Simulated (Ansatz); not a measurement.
Li (fcc, Cu type)

```
Li
1.0
    0.00000     2.11676     2.11676
    2.11676     0.00000     2.11676
    2.11676     2.11676     0.00000
Li
1
Cartesian
  0.00000   0.00000   0.00000
```

The slice is a {110} plane (indices of the conventional cell) through the point (0.000, 0.000, 0.000) (fractional), spanned by u = [100] and v = [1 -1 -1] in vectors of this cell: u (2.99 Å) and v (4.23 Å, at 90° to u). It covers one period; positions are fractions (u, v).

Calculation: LDA (plane waves to 420 eV, PAW, scalar-relativistic; Ansatz, a quantum-chemistry and plane-wave program). k mesh 19×19×19. These are valence fields of a PAW run, semicore shells included where kept as valence: close to a nucleus they are smooth pseudo fields. Li was relaxed with its symmetry unable to fall. This is one of several known forms of Li; the measured ambient cells at hand have space group No. 229.

Question: What is the valence density on the shortest Li–Li line in this plane (2.99 Å), at its midpoint?

Answer: 0.06 e/Å³.

Question: The ELF has a maximum in the middle third of the Li–Li line. Where, and how high?

Answer: 0.53, 1.5 Å from Li.

Question: Predict the map of the valence electron density on the slice.

Answer: 
```
|@@@@##==..                ..==##@@|
|####++::                    ::++##|
|++==::                        ::==|
|....                            ..|
|                                  |
|                                  |
|                                  |
|                                  |
|                                  |
|                                  |
|                                  |
|                                  |
|                                  |
|                                  |
|                                  |
|                                  |
|                                  |
|                                  |
|                                  |
|....                            ..|
|++==::                        ::==|
|####++::                    ::++##|
|@@@@##==..                ..==##@@|
|@@@@%%++..                ..++%%@@|
```
Scale: ten equal steps from -1.25 (start of ' ') to 0.97 (end of '@'), in the order ' .:-=+*#%@'. Values: log₁₀ of the valence density in e/Å³. The map has 17 points along u (two characters each, u = 0 at the left) and 24 along v (v = 0 in the bottom row). The scale is logarithmic, as a density can span decades between atoms and voids.
